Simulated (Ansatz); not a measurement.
An input for the plane-wave PAW code Ansatz:

```yaml
crystal:
  lattice:
    - [0.0, 2.6470820792, 2.6470820792]
    - [2.6470820792, 0.0, 2.6470820792]
    - [2.6470820792, 2.6470820792, 0.0]
  atoms:
    - { symbol: "Y", position: [0.4773335325, 0.5226664675, 0.5226664675] }
    - { symbol: B, position: [0.0, 0.0, 0.0] }
basis:
  ecutwfc: 420
  ecutrho_ratio: 4
kpoints:
  mp_grid: { grid: [10, 10, 10] }
hamiltonian:
  xc: pbesol
scf:
  occupations: { method: gaussian, width: 0.05 }
output:
  forces: true
  stress: true
  eigenvalues: true
```

The start was a prototype's sites filled with these elements, not a measured cell.

The output:

```
Pseudopotentials: kind: paw
Pseudopotential: Y, paw, valence charge 11, recommended cutoff 420 eV (normal), Y.paw.azcp
Pseudopotential: B, paw, valence charge 3, recommended cutoff 420 eV (normal), B.paw.azcp
Crystal: 2 atoms, lattice volume = 37.096 Å³
Basis set: ecut = 420 eV, 725 PW (Γ), exchange–correlation on 54×54×54 points (8 copies of the dense FFT grid, shifted against one another)
Bands: 11, of which v1, the nominal top of the filled ones, is band 7 counted from 1 (6 counted from 0)
Symmetry: 8 space group operations
Space group: I4mm (ITA 107), of the structure as read, at distance tolerance 3.3e-5 Å
k-points: 102 of 1000 (time reversal used)
Initial density: superposition of atomic densities (neutral atoms: chi_scale 0, normalization atom), corrected by the library's trained network
Initial wavefunctions: pseudopotential atomic-orbital guess
Functional: x = pbesol(κ = 0.804, μ = 0.12346), c = pbesol(β = 0.046)
```

SCF trace (energy estimate counted from the last row):
```tsv
iteration	ΔE (eV)	density residual (eV)
1	-3.1e-03	1.06e-2
2	-6.8e-04	2.40e-3
3	-1.5e-05	7.15e-5
4	-1.0e-06	2.52e-6
5	0.000	8.10e-8
6	0.000	4.51e-9
```

```
SCF 1 converged in 6 iterations: F = -3947.081293 eV  dr2 = 4.51e-9
SCF converged after 6 iterations
Free energy (F): -3947.081293 eV
E sigma→0 (E₀):  -3947.079120 eV
Entropy (-TS):   -0.004346 eV (-2.173 meV/atom)
Fermi energy:    9.026362 eV
--- Forces (eV/Å), atoms counted from 1 ---
  atom   1  Y     -0.46768014     0.00000000     0.00000000
  atom   2  B      0.46769807     0.00000000     0.00000000
--- Stress (GPa, compression-positive) ---
        1.132279       0.000000       0.000000
        0.000000      -0.245961       0.000000
        0.000000       0.000000      -0.245961
  P = ⅓ Tr σ = 0.2135 GPa (2.135 kbar)
```

In short (PBEsol): pressure 0.2 GPa, gap on the mesh zero (metallic), largest force component 0.468 eV/Å.

It took about 7 core-seconds on a shared host.
